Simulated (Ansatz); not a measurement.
input.yaml

```yaml
crystal:
  lattice:
    - [11.3, 0.0, 0.0]
    - [0.0, 9.3, 0.0]
    - [0.0, 0.0, 2.6929269879]
  atoms:
    - { symbol: Al, position: [0.3988297592, 0.5, 0.0], spin: 0.5 }
    - { symbol: Al, position: [0.6011702408, 0.5, 0.5], spin: 0.5 }
basis:
  ecutwfc: 500
kpoints:
  mp_grid: { grid: [1, 1, 24] }
hamiltonian:
  xc: r2scan
scf:
  occupations: { method: gaussian, width: 0.05 }
output:
  forces: true
  stress: true
  eigenvalues: true
  populations: true
  write_density: true
  write_potential: true
  elf: true
  volumetric_format: npy
magnetization:
  spin_polarized: true
relax:
  adjacent_minimum: "off"
  f_tol: 0.01
  max_steps: 45
  cell: { fix: [a, b, alpha, beta, gamma], stress_tol: 0.03 }
```

Run as
```bash
ansatz run input.yaml --threads 2 --pin off --max-ram 5120MiB --backend cpu --events-out ev --progress --plain --runs-dir out
```

These are results of Ansatz, DFT r2SCAN, scalar-relativistic, plane waves, PAW, not measurements.

Abridged output (iterations and final results):

```
SCF iter   1: F=—  HF=-1078.349448 eV  |F-HF|=—  |Δ(HF+E_count)|=         —  Δρ=7.28e-3 (↑5.77e-3 ↓7.28e-3) dr2=1.11e0  dr2_τ=1.74e-3  dr2_m=1.33e-2  M=0.500 μB ∫|m|=0.500 μB  β_m=0.30  ethr=3.10e-3  ⟨swp⟩=8.0  Hψ=2306  notcnv=0
SCF iter   2: F=—  HF=-1078.147755 eV  |F-HF|=—  |Δ(HF+E_count)|=   2.02e-1  Δρ=4.41e-3 (↑3.46e-3 ↓4.41e-3) dr2=2.47e-1  dr2_τ=8.33e-5  dr2_m=7.37e-3  M=0.499 μB ∫|m|=0.499 μB  β_m=0.30  ethr=3.10e-3  ⟨swp⟩=3.7  Hψ=624  notcnv=0  defer=20  κ⁻¹=1.0e0(r=1)
SCF iter   3: F=—  HF=-1078.132820 eV  |F-HF|=—  |Δ(HF+E_count)|=   1.49e-2  Δρ=2.35e-3 (↑2.22e-3 ↓2.35e-3) dr2=4.86e-2  dr2_τ=3.60e-5  dr2_m=6.39e-3  M=0.404 μB ∫|m|=0.404 μB  β_m=0.30  ethr=3.10e-3  ⟨swp⟩=3.2  Hψ=376  notcnv=0  defer=20  κ⁻¹=8.6e-3(r=2)
SCF iter   4: F=—  HF=-1078.151667 eV  |F-HF|=—  |Δ(HF+E_count)|=   1.88e-2  Δρ=1.43e-3 (↑8.94e-4 ↓1.43e-3) dr2=4.34e-2  dr2_τ=1.18e-5  dr2_m=1.85e-3  M=0.470 μB ∫|m|=0.470 μB  β_m=0.30  ethr=8.10e-4  ⟨swp⟩=3.2  Hψ=509  notcnv=0  defer=20  κ⁻¹=6.1e-4(r=3)
SCF iter   5: F=—  HF=-1078.145086 eV  |F-HF|=—  |Δ(HF+E_count)|=   6.58e-3  Δρ=1.01e-3 (↑1.01e-3 ↓8.98e-4) dr2=5.71e-4  dr2_τ=1.07e-5  dr2_m=2.30e-3  M=0.383 μB ∫|m|=0.385 μB  β_m=0.30  ethr=7.24e-4  ⟨swp⟩=2.2  Hψ=365  notcnv=0  defer=19  κ⁻¹=1.1e-4(r=4)
SCF iter   6: F=—  HF=-1078.148792 eV  |F-HF|=—  |Δ(HF+E_count)|=   3.71e-3  Δρ=8.14e-4 (↑8.14e-4 ↓7.69e-4) dr2=1.02e-4  dr2_τ=1.74e-6  dr2_m=1.62e-3  M=0.355 μB ∫|m|=0.358 μB  β_m=0.30  ethr=9.51e-6  ⟨swp⟩=2.0  Hψ=324  notcnv=0  defer=19  κ⁻¹=3.5e-6(r=5)
SCF iter   7: F=—  HF=-1078.151694 eV  |F-HF|=—  |Δ(HF+E_count)|=   2.90e-3  Δρ=7.14e-4 (↑7.14e-4 ↓6.45e-4) dr2=4.32e-4  dr2_τ=1.36e-6  dr2_m=1.18e-3  M=0.329 μB ∫|m|=0.334 μB  β_m=1.01  ethr=1.71e-6  ⟨swp⟩=2.1  Hψ=272  notcnv=0  defer=19
Mixer restart at iter 7: flushing history
spin-set hold released at iteration 7 (site moments contracting): the magnetisation degrees of freedom join the quasi-Newton model from the next iteration; the mixer history was flushed
SCF iter   8: F=—  HF=-1078.157295 eV  |F-HF|=—  |Δ(HF+E_count)|=   5.60e-3  Δρ=4.35e-4 (↑4.33e-4 ↓4.35e-4) dr2=9.48e-5  dr2_τ=3.28e-6  dr2_m=4.74e-4  M=0.242 μB ∫|m|=0.254 μB  β_m=1.17  ethr=1.71e-6  ⟨swp⟩=2.6  Hψ=341  notcnv=0  defer=19  κ⁻¹=1.0e0(r=1)
SCF iter   9: F=—  HF=-1078.162903 eV  |F-HF|=—  |Δ(HF+E_count)|=   5.61e-3  Δρ=4.01e-4 (↑3.99e-4 ↓4.01e-4) dr2=5.37e-4  dr2_τ=2.51e-6  dr2_m=3.74e-4  M=0.148 μB ∫|m|=0.165 μB  β_m=0.57  ethr=1.58e-6  ⟨swp⟩=3.2  Hψ=415  notcnv=0  defer=19  κ⁻¹=1.0e0(r=1)
SCF iter  10: F=—  HF=-1078.163890 eV  |F-HF|=—  |Δ(HF+E_count)|=   9.87e-4  Δρ=3.47e-4 (↑3.17e-4 ↓3.47e-4) dr2=1.46e-3  dr2_τ=1.02e-5  dr2_m=1.76e-4  M=0.071 μB ∫|m|=0.077 μB  β_m=0.92  ethr=1.58e-6  ⟨swp⟩=4.2  Hψ=569  notcnv=0  defer=19
Mixer restart at iter 10: flushing history
SCF iter  11: F=—  HF=-1078.167418 eV  |F-HF|=—  |Δ(HF+E_count)|=   3.53e-3  Δρ=2.41e-4 (↑1.83e-4 ↓2.41e-4) dr2=1.15e-3  dr2_τ=2.29e-7  dr2_m=2.91e-5  M=0.056 μB ∫|m|=0.060 μB  β_m=0.95  ethr=1.58e-6  ⟨swp⟩=3.3  Hψ=591  notcnv=0  defer=18  κ⁻¹=1.0e0(r=1)
SCF iter  12: F=—  HF=-1078.167667 eV  |F-HF|=—  |Δ(HF+E_count)|=   2.49e-4  Δρ=7.94e-5 (↑3.95e-5 ↓7.94e-5) dr2=5.73e-5  dr2_τ=7.24e-8  dr2_m=5.33e-6  M=0.032 μB ∫|m|=0.035 μB  β_m=1.20  ethr=1.58e-6  ⟨swp⟩=3.0  Hψ=415  notcnv=0  defer=19  κ⁻¹=6.4e-2(r=2)
SCF iter  13: F=—  HF=-1078.167722 eV  |F-HF|=—  |Δ(HF+E_count)|=   5.52e-5  Δρ=3.46e-5 (↑3.46e-5 ↓3.21e-5) dr2=2.28e-5  dr2_τ=6.12e-9  dr2_m=3.59e-7  M=0.034 μB ∫|m|=0.036 μB  β_m=1.20  ethr=9.54e-7  ⟨swp⟩=2.0  Hψ=272  notcnv=0  defer=19  κ⁻¹=1.8e-2(r=3)
SCF iter  14: F=—  HF=-1078.167738 eV  |F-HF|=—  |Δ(HF+E_count)|=   1.60e-5  Δρ=8.32e-6 (↑8.32e-6 ↓7.94e-6) dr2=1.14e-6  dr2_τ=5.23e-10  dr2_m=6.44e-8  M=0.031 μB ∫|m|=0.032 μB  β_m=1.20  ethr=3.80e-7  ⟨swp⟩=2.0  Hψ=269  notcnv=0  defer=19  κ⁻¹=5.5e-4(r=4)
SCF iter  15: F=—  HF=-1078.167741 eV  |F-HF|=—  |Δ(HF+E_count)|=   2.75e-6  Δρ=9.78e-6 (↑9.78e-6 ↓5.37e-6) dr2=1.42e-6  dr2_τ=9.09e-10  dr2_m=5.66e-8  M=0.030 μB ∫|m|=0.032 μB  β_m=1.20  ethr=1.90e-8  ⟨swp⟩=2.1  Hψ=274  notcnv=0  defer=19  κ⁻¹=1.6e-4(r=5)
SCF iter  16: F=—  HF=-1078.167743 eV  |F-HF|=—  |Δ(HF+E_count)|=   2.72e-6  Δρ=4.65e-6 (↑4.65e-6 ↓3.48e-6) dr2=6.51e-8  dr2_τ=3.12e-10  dr2_m=3.84e-8  M=0.028 μB ∫|m|=0.030 μB  β_m=1.20  ethr=1.67e-9  ⟨swp⟩=12.3  Hψ=1714  notcnv=0  κ⁻¹=1.6e-5(r=6)
SCF iter  17: F=—  HF=-1078.167744 eV  |F-HF|=—  |Δ(HF+E_count)|=   1.16e-6  Δρ=3.44e-6 (↑3.44e-6 ↓2.96e-6) dr2=1.62e-8  dr2_τ=1.76e-10  dr2_m=2.57e-8  M=0.027 μB ∫|m|=0.028 μB  β_m=1.20  ethr=1.08e-9  ⟨swp⟩=11.1  Hψ=1438  notcnv=0  κ⁻¹=9.6e-7(r=7)
SCF iter  18: F=—  HF=-1078.167746 eV  |F-HF|=—  |Δ(HF+E_count)|=   1.64e-6  Δρ=2.37e-6 (↑2.04e-6 ↓2.37e-6) dr2=1.02e-8  dr2_τ=7.72e-11  dr2_m=1.20e-8  M=0.023 μB ∫|m|=0.024 μB  β_m=1.20  ethr=2.70e-10  ⟨swp⟩=12.5  Hψ=1611  notcnv=0  κ⁻¹=3.1e-7(r=8)
SCF iter  19: F=—  HF=-1078.167747 eV  |F-HF|=—  |Δ(HF+E_count)|=   5.68e-7  Δρ=2.01e-6 (↑1.70e-6 ↓2.01e-6) dr2=1.60e-8  dr2_τ=6.55e-11  dr2_m=7.68e-9  M=0.020 μB ∫|m|=0.021 μB  β_m=1.20  ethr=1.70e-10  ⟨swp⟩=11.7  Hψ=1474  notcnv=0  κ⁻¹=7.1e-8(r=8)
SCF iter  20: F=—  HF=-1078.167748 eV  |F-HF|=—  |Δ(HF+E_count)|=   9.55e-7  Δρ=8.56e-7 (↑8.56e-7 ↓7.03e-7) dr2=1.43e-9  dr2_τ=7.85e-12  dr2_m=1.32e-9  M=0.015 μB ∫|m|=0.015 μB  β_m=1.20  ethr=1.70e-10  ⟨swp⟩=13.0  Hψ=1634  notcnv=0  κ⁻¹=1.0e-6(r=8)
SCF iter  21: F=—  HF=-1078.167748 eV  |F-HF|=—  |Δ(HF+E_count)|=   2.00e-7  Δρ=4.19e-7 (↑3.21e-7 ↓4.19e-7) dr2=9.61e-10  dr2_τ=2.57e-12  dr2_m=3.11e-10  M=0.012 μB ∫|m|=0.013 μB  β_m=1.20  ethr=2.38e-11  ⟨swp⟩=11.8  Hψ=1518  notcnv=0  κ⁻¹=2.0e-6(r=8)
SCF iter  22: F=—  HF=-1078.167748 eV  |F-HF|=—  |Δ(HF+E_count)|=   6.95e-8  Δρ=4.71e-7 (↑2.88e-7 ↓4.71e-7) dr2=6.42e-9  dr2_τ=8.95e-13  dr2_m=2.82e-11  M=0.010 μB ∫|m|=0.012 μB  β_m=1.20  ethr=1.60e-11  ⟨swp⟩=10.8  Hψ=1429  notcnv=0  κ⁻¹=8.4e-6(r=8)
SCF iter  23: F=—  HF=-1078.167748 eV  |F-HF|=—  |Δ(HF+E_count)|=   5.51e-9  Δρ=3.00e-7 (↑1.57e-7 ↓3.00e-7) dr2=2.44e-9  dr2_τ=3.46e-13  dr2_m=1.52e-11  M=0.010 μB ∫|m|=0.012 μB  β_m=1.20  ethr=1.60e-11  ⟨swp⟩=8.2  Hψ=863  notcnv=0  κ⁻¹=4.7e-6(r=8)
SCF iter  24: F=-1078.167748 eV  HF=-1078.167748 eV  |F-HF|=9.13e-10  |Δ(HF+E_count)|=   9.79e-9  Δρ=1.76e-7 (↑1.76e-7 ↓9.94e-8) dr2=6.75e-10  dr2_τ=1.51e-13  dr2_m=4.52e-12  M=0.009 μB ∫|m|=0.012 μB  ethr=1.60e-11  ⟨swp⟩=10.0  Hψ=1279  notcnv=0
at 1 of the mixer's solves, the last at iteration 9, it left a direction of its history that read negative out of its fit and stepped the other way along it
SCF 1 converged in 24 iterations: F = -1078.167748 eV  dr2 = 6.75e-10
relax step   1: F+E_penalty+E_count = -1078.16774793 eV  Δ(F+E_penalty+E_count) = +0.000e0 eV  max|allowed force component| = 9.886e-2 eV/Å  Δτ_max = 0.0000 Å  P = -0.893 GPa  Ω = 283.000 Å³  fix = [a, b, alpha, beta, gamma]  reactions: a +0.101, b +0.027 GPa (24 SCF iters, dr2 threshold 1.00e-7 eV, accepted)
Crystal: 2 atoms, lattice volume = 269.203 Å³
Basis set: ecut = 500 eV, 6853 PW (Γ), exchange–correlation on 360×288×80 points (64 copies of the dense FFT grid, shifted against one another)
Initial density: handed on by an earlier stage of this run
Starting moments: Σ|m| = 1 μB on 2 of 2 sites; this step starts from the density that it was given
Initial wavefunctions: those handed on with the density
   ...
the starting moments were not kept: the SCF closed with an absolute magnetisation of 6.1e-6 μB, where they sum to 1 μB in size (2 sites). That is at most 0.1 of that sum. Measured as dr2_m measures the in/out step, that magnetisation stands 2.5e-12 eV from none, at or under the dr2_threshold of 7.2e-12 eV: it is no larger than a step whose dr2_m would equal this threshold.
SCF 5 converged in 11 iterations: F = -1078.505160 eV  dr2 = 6.06e-12
relax step   5: F+E_penalty+E_count = -1078.50515989 eV  Δ(F+E_penalty+E_count) = -2.419e-2 eV  max|allowed force component| = 5.884e-3 eV/Å  Δτ_max = 0.0415 Å  P = +0.033 GPa  Ω = 256.794 Å³  energy of the carried Pulay correction = +7.577e-5 eV  fix = [a, b, alpha, beta, gamma]  reactions: a -0.021, b +0.027 GPa (11 SCF iters, accepted)
Crystal: 2 atoms, lattice volume = 257.508 Å³
Basis set: ecut = 500 eV, 6581 PW (Γ), exchange–correlation on 360×288×80 points (64 copies of the dense FFT grid, shifted against one another)
SCF iter   1: F=—  HF=-1078.505195 eV  |F-HF|=—  |Δ(HF+E_count)|=         —  Δρ=7.35e-5 (↑5.66e-5 ↓7.35e-5) dr2=1.06e-4  dr2_τ=5.09e-7  dr2_m=4.68e-7  M= 0.000 μB ∫|m|=0.000 μB  β_m=0.30  ethr=1.59e-6  ⟨swp⟩=2.2  Hψ=2017  notcnv=0
SCF iter   2: F=—  HF=-1078.505179 eV  |F-HF|=—  |Δ(HF+E_count)|=   1.62e-5  Δρ=4.33e-5 (↑3.20e-5 ↓4.33e-5) dr2=2.48e-5  dr2_τ=1.37e-8  dr2_m=2.32e-7  M= 0.000 μB ∫|m|=0.000 μB  β_m=0.30  ethr=1.59e-6  ⟨swp⟩=2.0  Hψ=268  notcnv=0  κ⁻¹=1.0e0(r=1)
SCF iter   3: F=—  HF=-1078.505172 eV  |F-HF|=—  |Δ(HF+E_count)|=   7.09e-6  Δρ=1.74e-5 (↑1.19e-5 ↓1.74e-5) dr2=2.86e-6  dr2_τ=2.81e-9  dr2_m=6.64e-8  M= 0.000 μB ∫|m|=0.000 μB  β_m=0.30  ethr=4.13e-7  ⟨swp⟩=2.0  Hψ=269  notcnv=0  κ⁻¹=4.2e-2(r=2)
SCF iter   4: F=—  HF=-1078.505179 eV  |F-HF|=—  |Δ(HF+E_count)|=   7.01e-6  Δρ=3.19e-6 (↑2.16e-6 ↓3.19e-6) dr2=4.12e-8  dr2_τ=1.05e-10  dr2_m=8.77e-9  M= 0.000 μB ∫|m|=0.000 μB  β_m=0.30  ethr=4.77e-8  ⟨swp⟩=2.3  Hψ=292  notcnv=0  κ⁻¹=9.9e-4(r=3)
SCF iter   5: F=—  HF=-1078.505179 eV  |F-HF|=—  |Δ(HF+E_count)|=   1.58e-8  Δρ=2.33e-6 (↑1.47e-6 ↓2.33e-6) dr2=1.80e-8  dr2_τ=5.53e-11  dr2_m=4.74e-9  M= 0.000 μB ∫|m|=0.000 μB  β_m=0.30  ethr=3.64e-10  ⟨swp⟩=9.9  Hψ=1270  notcnv=0  κ⁻¹=1.1e-4(r=4)
SCF iter   6: F=—  HF=-1078.505179 eV  |F-HF|=—  |Δ(HF+E_count)|=   2.28e-8  Δρ=4.12e-7 (↑4.12e-7 ↓3.18e-7) dr2=9.68e-11  dr2_τ=5.72e-13  dr2_m=2.99e-10  M=0.000 μB ∫|m|=0.000 μB  β_m=0.30  ethr=3.00e-10  ⟨swp⟩=9.0  Hψ=1180  notcnv=0  κ⁻¹=3.4e-7(r=5)
SCF iter   7: F=—  HF=-1078.505179 eV  |F-HF|=—  |Δ(HF+E_count)|=   2.23e-9  Δρ=1.93e-7 (↑1.93e-7 ↓1.67e-7) dr2=4.91e-11  dr2_τ=2.42e-13  dr2_m=7.21e-11  M=0.000 μB ∫|m|=0.000 μB  β_m=0.30  ethr=1.61e-12  ⟨swp⟩=7.2  Hψ=824  notcnv=0  κ⁻¹=1.3e-7(r=6)
SCF iter   8: F=—  HF=-1078.505179 eV  |F-HF|=—  |Δ(HF+E_count)|=  6.63e-10  Δρ=6.40e-8 (↑5.17e-8 ↓6.40e-8) dr2=5.90e-12  dr2_τ=3.19e-14  dr2_m=7.10e-12  M=0.000 μB ∫|m|=0.000 μB  β_m=0.30  ethr=1.00e-12  ⟨swp⟩=7.6  Hψ=956  notcnv=0  κ⁻¹=2.7e-8(r=7)
SCF iter   9: F=-1078.505179 eV  HF=-1078.505179 eV  |F-HF|=5.68e-12  |Δ(HF+E_count)|=  5.59e-11  Δρ=1.94e-8 (↑1.94e-8 ↓1.73e-8) dr2=1.44e-12  dr2_τ=3.78e-15  dr2_m=6.59e-13  M=0.000 μB ∫|m|=0.000 μB  ethr=1.00e-12  ⟨swp⟩=6.4  Hψ=745  notcnv=0
the starting moments were not kept: the SCF closed with an absolute magnetisation of 1.5e-6 μB, where they sum to 1 μB in size (2 sites). That is at most 0.1 of that sum. Measured as dr2_m measures the in/out step, that magnetisation stands 2.7e-13 eV from none, at or under the dr2_threshold of 2.2e-8 eV: it is no larger than a step whose dr2_m would equal this threshold.
SCF 6 converged in 9 iterations: F = -1078.505179 eV  dr2 = 1.44e-12
relax step   6: F+E_penalty+E_count = -1078.50517866 eV  Δ(F+E_penalty+E_count) = -1.877e-5 eV  max|allowed force component| = 3.801e-3 eV/Å  Δτ_max = 0.0003 Å  P = -0.026 GPa  Ω = 257.508 Å³  energy of the carried Pulay correction = +7.361e-5 eV  fix = [a, b, alpha, beta, gamma]  reactions: a -0.024, b +0.027 GPa (9 SCF iters, accepted)
Crystal: 2 atoms, lattice volume = 257.181 Å³
Basis set: ecut = 500 eV, 6573 PW (Γ), exchange–correlation on 360×288×80 points (64 copies of the dense FFT grid, shifted against one another)
SCF iter   1: F=—  HF=-1078.505264 eV  |F-HF|=—  |Δ(HF+E_count)|=         —  Δρ=3.33e-5 (↑2.62e-5 ↓3.33e-5) dr2=1.91e-5  dr2_τ=9.44e-8  dr2_m=9.73e-8  M=0.000 μB ∫|m|=0.000 μB  β_m=0.30  ethr=2.83e-7  ⟨swp⟩=2.1  Hψ=2011  notcnv=0
SCF iter   2: F=—  HF=-1078.505263 eV  |F-HF|=—  |Δ(HF+E_count)|=   2.77e-7  Δρ=2.07e-5 (↑1.56e-5 ↓2.07e-5) dr2=5.35e-6  dr2_τ=3.05e-9  dr2_m=4.79e-8  M=0.000 μB ∫|m|=0.000 μB  β_m=0.30  ethr=2.83e-7  ⟨swp⟩=2.0  Hψ=268  notcnv=0  κ⁻¹=1.0e0(r=1)
SCF iter   3: F=—  HF=-1078.505269 eV  |F-HF|=—  |Δ(HF+E_count)|=   5.98e-6  Δρ=7.67e-6 (↑5.02e-6 ↓7.67e-6) dr2=5.12e-7  dr2_τ=5.02e-10  dr2_m=1.23e-8  M=0.000 μB ∫|m|=0.000 μB  β_m=0.30  ethr=8.91e-8  ⟨swp⟩=2.0  Hψ=275  notcnv=0  κ⁻¹=5.9e-2(r=2)
SCF iter   4: F=—  HF=-1078.505269 eV  |F-HF|=—  |Δ(HF+E_count)|=   8.75e-8  Δρ=1.62e-6 (↑1.13e-6 ↓1.62e-6) dr2=1.30e-8  dr2_τ=2.48e-11  dr2_m=2.03e-9  M=0.000 μB ∫|m|=0.000 μB  β_m=0.30  ethr=2.81e-10  ⟨swp⟩=7.8  Hψ=1266  notcnv=0  κ⁻¹=8.5e-4(r=3)
SCF iter   5: F=—  HF=-1078.505269 eV  |F-HF|=—  |Δ(HF+E_count)|=   7.84e-9  Δρ=9.70e-7 (↑6.73e-7 ↓9.70e-7) dr2=3.82e-9  dr2_τ=8.91e-12  dr2_m=8.45e-10  M=0.000 μB ∫|m|=0.000 μB  β_m=0.30  ethr=2.16e-10  ⟨swp⟩=8.3  Hψ=1034  notcnv=0  κ⁻¹=2.5e-4(r=4)
SCF iter   6: F=—  HF=-1078.505269 eV  |F-HF|=—  |Δ(HF+E_count)|=   5.85e-9  Δρ=2.27e-7 (↑2.27e-7 ↓1.76e-7) dr2=5.55e-11  dr2_τ=1.30e-13  dr2_m=8.72e-11  M= 0.000 μB ∫|m|=0.000 μB  β_m=0.30  ethr=6.37e-11  ⟨swp⟩=8.6  Hψ=1056  notcnv=0  κ⁻¹=9.3e-7(r=5)
SCF iter   7: F=—  HF=-1078.505269 eV  |F-HF|=—  |Δ(HF+E_count)|=  6.80e-10  Δρ=8.75e-8 (↑5.05e-8 ↓8.75e-8) dr2=1.36e-11  dr2_τ=2.02e-14  dr2_m=1.06e-11  M= 0.000 μB ∫|m|=0.000 μB  β_m=0.30  ethr=1.00e-12  ⟨swp⟩=7.0  Hψ=766  notcnv=0  κ⁻¹=1.1e-7(r=6)
SCF iter   8: F=-1078.505269 eV  HF=-1078.505269 eV  |F-HF|=1.71e-11  |Δ(HF+E_count)|=  7.59e-11  Δρ=3.88e-8 (↑3.84e-8 ↓3.88e-8) dr2=1.69e-12  dr2_τ=7.12e-15  dr2_m=3.19e-12  M= 0.000 μB ∫|m|=0.000 μB  ethr=1.00e-12  ⟨swp⟩=6.2  Hψ=717  notcnv=0
the starting moments were not kept: the SCF closed with an absolute magnetisation of 4.1e-6 μB, where they sum to 1 μB in size (2 sites). That is at most 0.1 of that sum. Measured as dr2_m measures the in/out step, that magnetisation stands 1.4e-12 eV from none, at or under the dr2_threshold of 1.7e-8 eV: it is no larger than a step whose dr2_m would equal this threshold.
SCF 7 converged in 8 iterations: F = -1078.505269 eV  dr2 = 1.69e-12
relax step   7: F+E_penalty+E_count = -1078.50526918 eV  Δ(F+E_penalty+E_count) = -9.052e-5 eV  max|allowed force component| = 9.785e-5 eV/Å  Δτ_max = 0.0006 Å  P = -0.002 GPa  Ω = 257.181 Å³  energy of the carried Pulay correction = +7.460e-5 eV  fix = [a, b, alpha, beta, gamma]  reactions: a -0.030, b +0.027 GPa (8 SCF iters, accepted)
Basis set: ecut = 500 eV, 6573 PW (Γ), exchange–correlation on 360×288×72 points (64 copies of the dense FFT grid, shifted against one another)
Initial wavefunctions: pseudopotential atomic-orbital guess (no wavefunctions were taken with the density)
SCF iter   1: F=—  HF=-1078.505043 eV  |F-HF|=—  |Δ(HF+E_count)|=         —  Δρ=8.42e-6 (↑8.42e-6 ↓8.42e-6) dr2=5.13e-8  dr2_τ=4.95e-8  dr2_m=3.16e-12  M= 0.000 μB ∫|m|=0.000 μB  β_m=0.30  ethr=3.74e-6  ⟨swp⟩=2.8  Hψ=2938  notcnv=0
SCF iter   2: F=—  HF=-1078.505056 eV  |F-HF|=—  |Δ(HF+E_count)|=   1.31e-5  Δρ=5.95e-6 (↑5.95e-6 ↓5.94e-6) dr2=2.64e-8  dr2_τ=4.87e-9  dr2_m=2.14e-12  M= 0.000 μB ∫|m|=0.000 μB  β_m=0.30  ethr=8.54e-10  ⟨swp⟩=3.0  Hψ=350  notcnv=0  κ⁻¹=1.0e0(r=1)
SCF iter   3: F=—  HF=-1078.505058 eV  |F-HF|=—  |Δ(HF+E_count)|=   1.13e-6  Δρ=2.09e-6 (↑2.09e-6 ↓2.09e-6) dr2=3.51e-9  dr2_τ=5.67e-10  dr2_m=7.52e-13  M= 0.000 μB ∫|m|=0.000 μB  β_m=0.30  ethr=4.40e-10  ⟨swp⟩=2.0  Hψ=286  notcnv=0  κ⁻¹=1.9e-1(r=2)
SCF iter   4: F=—  HF=-1078.505058 eV  |F-HF|=—  |Δ(HF+E_count)|=   1.68e-7  Δρ=1.39e-7 (↑1.39e-7 ↓1.35e-7) dr2=9.85e-11  dr2_τ=2.41e-12  dr2_m=2.13e-13  M= 0.000 μB ∫|m|=0.000 μB  β_m=0.30  ethr=5.84e-11  ⟨swp⟩=2.0  Hψ=288  notcnv=0  κ⁻¹=1.3e-3(r=3)
SCF iter   5: F=—  HF=-1078.505058 eV  |F-HF|=—  |Δ(HF+E_count)|=  4.15e-10  Δρ=6.86e-8 (↑6.86e-8 ↓6.73e-8) dr2=1.91e-11  dr2_τ=7.58e-13  dr2_m=9.75e-14  M= 0.000 μB ∫|m|=0.000 μB  β_m=0.30  ethr=1.64e-12  ⟨swp⟩=2.0  Hψ=288  notcnv=0  κ⁻¹=2.5e-4(r=4)
SCF iter   6: F=-1078.505058 eV  HF=-1078.505058 eV  |F-HF|=8.87e-12  |Δ(HF+E_count)|=  1.15e-10  Δρ=1.46e-8 (↑1.29e-8 ↓1.46e-8) dr2=1.56e-12  dr2_τ=1.21e-14  dr2_m=3.17e-14  M= 0.000 μB ∫|m|=0.000 μB  ethr=1.00e-12  ⟨swp⟩=6.6  Hψ=869  notcnv=0
the starting moments were not kept: the SCF closed with an absolute magnetisation of 4.2e-7 μB, where they sum to 1 μB in size (2 sites). That is at most 0.1 of that sum. Measured as dr2_m measures the in/out step, that magnetisation stands 1.5e-14 eV from none, at or under the dr2_threshold of 7.2e-12 eV: it is no larger than a step whose dr2_m would equal this threshold.
SCF 8 converged in 6 iterations: F = -1078.505058 eV  dr2 = 1.56e-12
WARN: The output density's exchange-correlation potential varies sharply where the density is thin. Do not read a vacuum level from v_tot or v_xc, or from such a field of the output density. On a cell that repeats whose density bears no net charge and no dipole along the vacuum's axis use v_es (v_loc + v_h of the components); under efield.dipole_correction with no amplitude use v_es + v_field, which holds any external_charges[].barrier, or the levels of the report's work_function block, which leave it out; under a non-zero efield.amplitude the vacuum is tilted and has no level; on a cell that repeats and bears such a dipole with no correction it is tilted too, and efield.dipole_correction wi ...
SCF converged after 6 iterations
Stability not checked: this state was not tested for a lower state beside it, because the mixer in use, unlike msr1, does not test its closes by its own steps (another_mixer; see scf.mixing.algorithm and scf.lower_state_search)
Magnetization:  0.0000 μB (3.0000 up, 3.0000 down)
Absolute magnetization: 0.0000 μB (∫|ρ↑−ρ↓|, with the PAW one-centre terms)
Spin contamination: 0.0000 ħ² per cell (⟨S²⟩ above its minimum at these occupations)
Per-site moments (μB) at R_I (Å): [(1.30925750e-9, 1.00948843), (1.30925749e-9, 1.00948843)]
Free energy (F): -1078.505058 eV
Harris-Foulkes:  -1078.505058 eV  (|F-HF|=8.87e-12)
Internal energy: -1078.505052 eV  (E = F + TS)
E sigma→0 (E₀):  -1078.505055 eV
Entropy (-TS):   -0.000005 eV (-0.003 meV/atom)
Fermi energy:    -2.608991 eV
--- Per-component energies (eV) ---
  E_band       = -38.065865
  E_kinetic    = 41.106626
  E_local      = -263.171301  (includes V_loc(G=0)·N_el)
  E_nonlocal   = 20.662467
  E_hartree    = 112.267983
  E_xc         = -69.320861
  E_vxc        = -56.546781  (∫ρ·V_xc dr)
  E_paw        = -946.551392  (= ΣΔE_a)
  E_vpaw       = -7.126558  (= ΣTr[D̂ρ^β])
  E_aug_tail   = -0.000002  (compensation charges beyond the density's cutoff)
  E_vtau       = 2.473729  (kinetic-family band-sum trace: ∫τ·v_τ [+ j·A + Jᵃ·Aᵃ] dr)
  E_ewald      = 26.621644
  E_core_change = -0.120216  (= ΣΔE_core)
  E_smearing   = -0.000005  (= −TS)
--- Forces (eV/Å), atoms counted from 1 ---
  atom   1  Al     0.00000788     0.00000000     0.00000000
  atom   2  Al    -0.00000788     0.00000000     0.00000000
--- Stress (GPa, compression-positive) ---
       -0.029322       0.000000       0.000000
        0.000000       0.027420       0.000000
        0.000000       0.000000      -0.002173
  P = ⅓ Tr σ = -0.0014 GPa (-0.014 kbar)
--- Band table (eV; the first three rows and the last of 26) ---
  k-point 0 ↑: bands = ["-11.2595", "-7.8638", "-4.3343", "-4.0331", "-1.6225", "0.7833", "0.7864", "1.6289"]
  k-point 1 ↑: bands = ["-11.2147", "-7.8197", "-4.2899", "-3.9899", "-1.5785", "0.8225", "0.8305", "1.6732"]
  k-point 2 ↑: bands = ["-11.0807", "-7.6877", "-4.1569", "-3.8603", "-1.4464", "0.9378", "0.9625", "1.8060"]
  k-point 12 ↓: bands = ["-5.2744", "-5.2744", "-1.0764", "-1.0764", "2.0279", "2.0279", "2.1621", "2.1621"]
--- Relaxed structure (7 steps of the walk, 6 accepted, 1 SCFs on fresh bases) ---
  F+E_penalty+E_count = -1078.50505777 eV   max|allowed force component| = 7.875e-6 eV/Å   (the final SCF, on the basis selected at the relaxed cell)
  cell:  # Å, volume = 257.1809 Å³
    - [11.3, 0.0, 0.0]
    - [0.0, 9.3, 0.0]
    - [0.0, 0.0, 2.44724469]
  atoms:
    - { symbol: Al, position: [0.39562225, 0.49999999, 0.0] }
    - { symbol: Al, position: [0.60437774, 0.49999999, 0.49999999] }
--- Löwdin populations: 2 sites ---
  site symbol q [e]    m [muB]
     0     Al      2.9280     0.0000
     1     Al      2.9280     0.0000
  spilling = 0.024011 (of n_electrons = 6.000000)
```

The relaxation met its thresholds.

Time: 2.6 min on 2 threads of Arm Neoverse V1 (shared host), peak memory 1 GiB.